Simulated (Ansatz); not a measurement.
ZnS (zincblende), relaxed with r2SCAN: 3 runs in Ansatz, each a construction of maximally localised Wannier functions. It is cubic, F-43m (No. 216); conventional cell a = 5.388 Å, 19.55 Å³ an atom. Around Zn lie 4 S at 2.33 Å; around S lie 4 Zn at 2.33 Å. (Simulation; spin polarisation is off.)

```
Zn S
1.0
     0.00000    2.69409    2.69409
     2.69409    0.00000    2.69409
     2.69409    2.69409    0.00000
Zn S
1 1
Direct
  0.00000 0.00000 0.00000
  0.25000 0.25000 0.25000
```

Windows count from the top of the filled bands; a dash means that no such window was set (without an outer window there is no disentanglement).

```json
{"functional": "PBE", "SCF mesh": "6×6×6", "trial orbitals": "Zn d, S p", "functions": "8", "mesh": "6×6×6", "window (eV)": "–", "frozen (eV)": "–", "Ω total (Å²)": "7.83", "Ω invariant (Å²)": "7.52", "largest spread (Å²)": "1.98", "least projectability": "0.81", "interpolation miss of the model's filled bands (eV, to the nearest computed level)": "0.077"}
{"functional": "HSE06", "SCF mesh": "6×6×6", "trial orbitals": "Zn d", "functions": "5", "mesh": "6×6×6", "window (eV)": "–", "frozen (eV)": "–", "Ω total (Å²)": "3.43", "Ω invariant (Å²)": "3.38", "largest spread (Å²)": "0.85", "least projectability": "0.86", "interpolation miss of the model's filled bands (eV, to the nearest computed level)": "–"}
```

Problem. Estimate from these rows what the further settings give.
```tsv
functional	SCF mesh	trial orbitals	functions	mesh	window (eV)	frozen (eV)
HSE06	6×6×6	S s, S p	4	6×6×6	–	–
```

Solution.
```tsv
functional	SCF mesh	trial orbitals	functions	mesh	window (eV)	frozen (eV)	Ω total (Å²)	Ω invariant (Å²)	largest spread (Å²)	least projectability	interpolation miss of the model's filled bands (eV, to the nearest computed level)
HSE06	6×6×6	S s, S p	4	6×6×6	–	–	7.02	6.65	1.76	0.81	–
```
